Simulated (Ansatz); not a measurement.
TiNF:
```
TiNF
1.0
   -1.92667     1.92667     4.94938
    1.92667    -1.92667     4.94938
    1.92667     1.92667    -4.94938
Ti N F
2 2 2
Direct
  0.59840   0.09840   0.50000
  0.84840   0.84840   0.00000
  0.66719   0.66719   0.00000
  0.41719   0.91719   0.50000
  0.85941   0.35941   0.50000
  0.10941   0.10941   0.00000
```

Relaxed with PBEsol. Special points in fractions of this cell's reciprocal vectors: Γ (0.000, 0.000, 0.000); X (0.000, 0.000, 0.500); P (0.250, 0.250, 0.250); N (0.000, 0.500, 0.000); M (0.500, 0.500, -0.500); S (0.288, 0.712, -0.288); S0 (-0.288, 0.288, 0.288); R (-0.076, 0.076, 0.500); G (0.500, 0.500, -0.076).

Problem. List the band energies nearest the valence-band maximum at these points for plane-wave PAW PBEsol (Ansatz code).

Solution. In eV from the valence-band maximum; about four levels below and three above (degenerate sets whole), none deeper than 8.9 eV; points with the same levels are listed once.

```json
[
 {"k": "Γ", "below": "-2.18 -2.18 -1.73 -0.44 -0.44", "above": "1.65 2.34 3.15 3.15"},
 {"k": "X", "below": "-1.72 -1.72 -0.56 -0.56", "above": "2.59 2.59 3.09 3.09"},
 {"k": "P", "below": "-1.72 -1.72 -0.54 -0.54", "above": "2.64 2.64 2.93 2.93"},
 {"k": "N", "below": "-2.12 -1.80 -1.11 -0.60", "above": "2.49 2.84 2.93"},
 {"k": "M", "below": "-2.19 -2.19 0.00 0.00", "above": "1.98 1.98 2.78 2.78"},
 {"k": "S", "below": "-2.17 -1.76 -1.05 -0.65", "above": "2.54 2.86 2.98"},
 {"k": "R", "below": "-1.64 -1.64 -0.61 -0.61", "above": "2.59 2.59 3.08 3.08"}
]
```

Space group I4_1md. The workflow started from a Materials Project entry (that database holds measured and hypothetical structures alike); the Crystallography Open Database copy checked does not list it. Whether it is the stable phase at ambient conditions was not checked. The cell was relaxed with PBEsol under the symmetry of its start; its stability against distortions is not shown here. The run is not spin-polarised.

Potentials: the later of the program's two PAW sets.
